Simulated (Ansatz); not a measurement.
### Question
Y (diamond, Fd-3m) is relaxed with plane-wave PAW PBEsol (Ansatz code). What lattice parameters of the conventional cell result?

### Answer
a = 6.831 Å.

The start of the workflow was typed in or built on a structure type; neither database checked (COD, Materials Project) lists it. It is not the phase usual at ambient conditions (space group No. 194). Symmetry was held in the PBEsol relaxation. At this level the phase is mechanically unstable. No spin polarisation was allowed. The volume moved by -24 % from the start of the relaxation.

Potentials: the later of the program's two PAW sets.
